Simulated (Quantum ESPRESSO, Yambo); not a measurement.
G0W0 results for Y2CN2O2

```
Y2CN2O2
1.0
    3.69899     0.00000     0.00000
   -1.84949     3.20342     0.00000
    0.00000     0.00000     8.16886
C N O Y
1 2 2 2
Direct
  0.00000   0.00000   0.00000
  0.00000   0.00000   0.15015
  0.00000   0.00000   0.84985
  0.33333   0.66667   0.39666
  0.66667   0.33333   0.60334
  0.33333   0.66667   0.67752
  0.66667   0.33333   0.32248
```

The geometry is that of Materials Project entry mp-546864, symmetrised and not relaxed again.

Starting point: norm-conserving PBEsol (Quantum ESPRESSO, 84 Ry, scalar-relativistic). G0W0 in Yambo: 3×3×1 Γ-centred k mesh, 146 bands and a 7 Ry block in the screening, 146 bands in G with the Bruneval-Gonze terminator, plasmon pole fitted at 27.2 eV.

```json
{
 "PBEsol gap along the band path": "3.90 eV",
 "PBEsol gap between the mesh's edge points (Γ → Γ)": "3.91 eV",
 "G0W0 gap between the same points": "5.17 eV"
}
```

| k point | band | E PBEsol (eV) | E QP (eV) | shift (eV) | Z |
|---|---|---|---|---|---|
| Γ | VB | 0.00 | -0.70 | -0.70 | 0.81 |
| Γ | CB | 3.91 | 4.47 | 0.56 | 0.86 |
| K | VB | -0.49 | -1.28 | -0.79 | 0.81 |
| K | CB | 4.14 | 5.28 | 1.14 | 0.84 |

Energies count from the PBEsol valence-band maximum.

Nearest settings tried, and what they do to the gap: 115 bands in W, 115 bands in G: +2 meV; 6 Ry block (187 vectors against 199): -11 meV; 6×6×2 mesh: +48 meV. So the settings aren't converged at that level. The k mesh is coarse.

The structure is a Materials Project entry; no match was found in the copy of COD used, and its stability was not checked.
